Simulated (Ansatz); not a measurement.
CsLaS2 in space group R-3m (No. 166; Cs on 3a, La on 3b, S on 6c), r²SCAN in the plane-wave PAW code Ansatz, all energies at zero smearing, with the estimated change up to a 700 eV cutoff added, with one set of potentials and settings (totals compare only within such a set). Cell of 4 atoms (1 Cs, 1 La, 2 S): -13770.944 eV.

| element | reference phase | E (eV/atom) |
|---|---|---|
| Cs | Im-3m, 1 atoms in the cell | -5685.9274 |
| La | P6_3/mmc, 4 atoms in the cell | -6264.6784 |
| S | P2/c, 32 atoms in the cell | -905.8156 |

Formation energy per atom, worked out: (-13770.944 − 1×(-5685.9274) − 1×(-6264.6784) − 2×(-905.8156))/4 = -2.177 eV/atom (-210 kJ per mol of atoms), at 0 K, without zero-point energy or fitted corrections.

The workflow started from a Materials Project entry (that database holds measured and hypothetical structures alike); the Crystallography Open Database copy checked does not list it. Whether it is the stable phase at ambient conditions was not checked. Symmetry was held in the r²SCAN relaxation; whether a distortion lowers the energy is not shown. The references are the lowest solids computed at this level, not always the standard phases. Scalar-relativistic: spin–orbit coupling is off unless named, which matters more the heavier the elements.

Potentials: the later of the program's two PAW sets.
